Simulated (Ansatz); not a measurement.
GaSb:
Space group P6₃mc (No. 186); a = b = 4.312 Å, c = 14.154 Å, α = β = 90.00°, γ = 120.00°

| atom | site | symmetry | x | y | z |
|---|---|---|---|---|---|
| Ga | 2b | 3m. | 0.3333 | 0.6667 | 0.4998 |
| Sb | 2b | 3m. | 0.6667 | 0.3333 | 0.1878 |
| Ga | 2a | 3m. | 0.0000 | 0.0000 | 0.2505 |
| Sb | 2a | 3m. | 0.0000 | 0.0000 | 0.4370 |

This is the PBEsol-relaxed structure.

Task: All from DFT-PBEsol in the program Ansatz with PAW potentials, unless another level is named. Give the highest zone-centre frequency.

Result: 220 cm⁻¹.

Task: Predict the bulk modulus (Birch–Murnaghan fit).

Result: 515 kbar.

Space group P6_3mc. The start of the workflow was typed in or built on a structure type; the Crystallography Open Database copy checked does not list it. It is not the phase usual at ambient conditions (space group No. 216). The PBEsol relaxation kept the symmetry of its start; of distortions, only those at the zone centre were tested. As this level gives no gap, phonon frequencies hold no LO–TO term and depend on the k-mesh and smearing (Fermi–Dirac, 0.1 eV here). Spin–orbit coupling is left out wherever it is not named.

Potentials: the later of the program's two PAW sets.
